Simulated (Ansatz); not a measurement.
# Property card for B2P

These are results of DFT PBE, scalar-relativistic, plane waves, PAW (Ansatz 0.2.0), not measurements.

Settings: cutoff 420 eV, Γ-centred mesh 12×12×10 on the computed 6-atom cell, Gaussian smearing of 0.10 eV; no spin polarisation.

The structure is relaxed at this level of theory with its symmetry kept, and needn't be the ground state of this composition.

```cif
data_structure
_symmetry_space_group_name_H-M 'C2/m'
_symmetry_Int_Tables_number 12
_cell_length_a 11.2052
_cell_length_b 3.0348
_cell_length_c 3.6452
_cell_angle_alpha 90.000
_cell_angle_beta 103.201
_cell_angle_gamma 90.000
_cell_volume 120.68
loop_
_atom_site_label
_atom_site_type_symbol
_atom_site_symmetry_multiplicity
_atom_site_Wyckoff_symbol
_atom_site_fract_x
_atom_site_fract_y
_atom_site_fract_z
_atom_site_occupancy
B1 B 4 i 0.34570 0.50000 0.23019 1
B2 B 4 i 0.42165 0.00000 0.45687 1
P1 P 4 i 0.33704 0.00000 0.86394 1
```

Task: Formation energy from the elements' standard states (uncorrected)?

Result: +0.231 eV/atom.

Task: Kohn–Sham band gap?

Result: none (metal).

Task: Density of states at the Fermi level?

Result: 0.6 states/eV per cell.

Task: Orbital (Löwdin) character within 0.5 eV of the Fermi level?

Result: B 2p 52 %, P 3p 24 %, P 3s 11 %, B 2s 9 %, unprojected 5 %.

Task: Bader charge by site (e)?

Result: B (2 in the cell) -0.01, B (2 in the cell) 0.25, P (2 in the cell) -0.24.

The cell was found from a structure generator's guess, not taken from experiment. Löwdin shares on free-atom orbitals overweight diffuse shells.
